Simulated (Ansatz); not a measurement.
## Calculated ⁴⁷Ti nuclear quadrupole resonance for TiC under strain

Cell: a COD entry, relaxed with PBE at fixed cell and then changed (z stretched by 1 %, ions relaxed).

```xyz
2
Lattice="0.0000 2.1640 2.1856 2.1640 0.0000 2.1856 2.1640 2.1640 0.0000" Properties=species:S:1:pos:R:3 pbc="T T T"
Ti    0.0000    0.0000    0.0000
C     2.1640    2.1640    2.1856
```

Atoms are numbered from 1 in the order listed; like atoms form one site, named after its first atom.

The numbers come from a DFT calculation in Ansatz (PBE, plane waves and PAW, scalar-relativistic, 420 eV cutoff, Γ-centred 18×18×18 k-points, Fermi–Dirac smearing 0.05 eV).

⁴⁷Ti: I = 5/2, Q = 302.0 mb (year-2017 value). Static lattice, zero field.

**Question.** At which frequencies do the ⁴⁷Ti NQR lines lie?

**Answer.** For I = 5/2 and η = 0 the lines are 3|C_Q|/20 and twice that; η pulls their ratio below 2.

```tsv
site	atoms	V_zz (10²¹ V/m²)	C_Q (MHz)	η	line frequencies (MHz)
Ti	1	0.85	6.17	0.00	0.926, 1.85
```

**Question.** And for ⁴⁹Ti (I = 7/2, Q = 247.0 mb) on Ti?

**Answer.** C_Q scales with Q to 5.05 MHz, with lines at 0.361, 0.721, 1.08 MHz.

An axis of threefold or higher order runs through Ti, so V_zz lies along it and η is zero.

The run finds no gap above 0.1 eV (a metal, or nearly one), so the gradients can move by 10 % or more with the k-mesh.

The relaxation (1 step) took 6.5 s of wall time (6.4 s of CPU time) and 0.48 GiB at its peak, on 1 thread of Intel Xeon 6975P-C (Granite Rapids) (x86_64; 16 cores open to the job, memory cap 3.0 GiB, no GPU), a shared host with a load of 0.4 a core.
